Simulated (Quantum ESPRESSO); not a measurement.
## Al4IrPtRu2 in 6 site orders

Calculated results; nothing here was measured. They come from Quantum ESPRESSO 7.5, a public plane-wave density functional program. Each row is one single-point run on a made-up periodic cell of eight metal atoms, with elements, volume, strain and displacements drawn at random and not relaxed, so a cell may be unstable or far from any real phase. There is no spin polarisation or spin-orbit coupling.

Settings: PBE unless stated; PseudoDojo standard norm-conserving files; Fermi-Dirac width 0.25 eV, which means electrons at about 2900 K; cutoff 1143 eV; 8 x 4 x 4 k mesh shifted half a step off Gamma. E is the free energy of the whole cell (internal energy minus TS), so a -TS column is already part of it. Stress is positive in tension, and the pressure P is minus a third of its trace.

Checks: one run of this series was repeated at a higher cutoff and on a denser mesh, which moved values by no more than 0.010 eV, 0.02 GPa and 0.015 eV/Å, and a second program with other atomic files agreed on it to 2 % rms in force and 0.5 GPa in pressure. Known limits: heavy elements are run without spin-orbit coupling, which real alloys of them have; a spin test at this wide smearing found no moment, but such smearing suppresses magnetism that the real alloy may have.

The lattice is face-centred cubic, and the cell vectors in Å are (0.006, 1.929, 1.953); (-3.854, 3.868, -3.929); (-3.824, -3.865, 3.902), a volume of 115.98 Å³. The runs put one composition on the same eight displaced sites in different orders. E is counted from run 1, and the rms force is over all 24 components. Nothing is relaxed, so E mixes bonding between neighbours with strain on unrelaxed sites, and it is not an ordering energy.

| run | elements on sites 1 to 8 | E (eV) | -TS (eV) | rms force (eV/Å) | largest force (eV/Å) | P (GPa) |
|---|---|---|---|---|---|---|
| 1 | Pt Ru Ru Al Al Al Al Ir | 0.000 | -1.208 | 1.270 | 3.20 | 5.21 |
| 2 | Ir Pt Ru Al Ru Al Al Al | -0.405 | -1.131 | 1.059 | 3.72 | 3.12 |
| 3 | Pt Ru Ru Ir Al Al Al Al | -2.244 | -1.046 | 0.731 | 2.50 | 0.66 |
| 4 | Ru Al Al Ir Al Al Ru Pt | -0.596 | -1.142 | 0.597 | 1.82 | ? |
| 5 | Ru Pt Ir Al Ru Al Al Al | -0.506 | -1.116 | 1.063 | 3.75 | 2.80 |
| 6 | Ru Pt Al Ru Al Al Ir Al | -0.953 | -1.117 | 0.941 | 3.05 | 3.12 |

## Worked fit

A straight line through the runs shown gives P = 4.39 + 1.71 E GPa with E in eV, an error of 0.43 on the slope and a scatter of 0.75 GPa. At this fixed volume the orders of higher energy tend to have the higher pressure.

## Withheld value

Question: what pressure should run 4 give?

The fit gives 3.37 ± 0.82 GPa. The calculation gave 4.05 GPa.
